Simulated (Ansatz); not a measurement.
GaN:
```yaml
crystal:
  lattice:
    - [5.53485, 0.00000, 0.00000]
    - [0.00000, 5.53485, 0.00000]
    - [0.00000, 0.00000, 3.21403]
  atoms:
    - { symbol: Ga, position: [0.32058, 0.67942, 0.00000] }
    - { symbol: Ga, position: [0.67942, 0.32058, 0.00000] }
    - { symbol: Ga, position: [0.82058, 0.82058, 0.50000] }
    - { symbol: Ga, position: [0.17942, 0.17942, 0.50000] }
    - { symbol: N, position: [0.31781, 0.31781, 0.00000] }
    - { symbol: N, position: [0.68219, 0.68219, 0.00000] }
    - { symbol: N, position: [0.18219, 0.81781, 0.50000] }
    - { symbol: N, position: [0.81781, 0.18219, 0.50000] }
```

Relaxed with PBE. Special points in fractions of this cell's reciprocal vectors: Γ (0.000, 0.000, 0.000); X (0.000, 0.500, 0.000); M (0.500, 0.500, 0.000); Z (0.000, 0.000, 0.500); R (0.000, 0.500, 0.500); A (0.500, 0.500, 0.500).

Problem. List the band energies nearest the valence-band maximum at these points for PBE in the plane-wave PAW code Ansatz.

Solution. In eV from the valence-band maximum; about four levels below and three above (degenerate sets whole), none deeper than 8.9 eV; points with the same levels are listed once.

```
k                    below                above
-  -----------------------  -------------------
Γ  -0.16 -0.12 -0.01 -0.01       1.73 4.60 4.60
X  -0.67 -0.67 -0.56 -0.56  4.00 4.00 5.12 5.12
M  -1.14 -1.14 -1.08 -1.08  4.51 4.51 5.16 5.16
Z  -2.03 -2.03 -1.85 -1.85  5.65 5.65 6.83 6.83
R  -1.81 -1.81 -1.03 -1.03  5.30 5.30 5.51 5.51
A  -1.46 -1.46 -1.39 -1.39  4.28 4.28 4.47 4.47
```

Space group P4_2/mnm. The start of the workflow was typed in or built on a structure type; neither database checked (COD, Materials Project) lists it. It is not the phase usual at ambient conditions (space group No. 186, 216). The PBE relaxation kept the symmetry of its start; its stability against distortions is not shown here. Spin–orbit coupling is left out wherever it is not named.

Potentials: the later of the program's two PAW sets.
